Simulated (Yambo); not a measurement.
YOF (space group P4/nmm, No. 129), G0W0@LDA in Yambo with this input:

```
rim_cut
gw0
dyson
el_el_corr
HF_and_locXC
ppa
em1d
RandQpts= 1000000
RandGvec= 1 Ry
EXXRLvcs= 84 Ry
VXCRLvcs= 336 Ry
Chimod= "HARTREE"
% BndsRnXp
 1 | 156 |
%
NGsBlkXp= 8 Ry
% LongDrXp
 1.0 | 1.0 | 1.0 |
%
PPAPntXp= 27.2114 eV
% GbndRnge
 1 | 156 |
%
GTermKind= "BG"
DysSolver= "n"
ExtendOut
```

On a 4×4×2 mesh, with wavefunctions cut at 84 Ry, the gap ((0.25, 0.25, -0.5) → Γ) is 6.764 eV and the valence edge shifts by -0.908 eV.

Task: What happens with this change: no terminator?

Result: The gap falls by 0.119 eV, to 6.645 eV; the shift of the valence edge becomes -0.681 eV. Neither run is shown to be the converged limit.

Geometry of the Materials Project entry, not relaxed at this level; primitive cell a = b = 3.8323 Å, c = 5.4467 Å, α = β = γ = 90.00°.

The structure is a Materials Project entry; no match was found in the copy of COD used, and its stability was not checked.

A shift is the quasiparticle energy of the state minus its LDA energy.
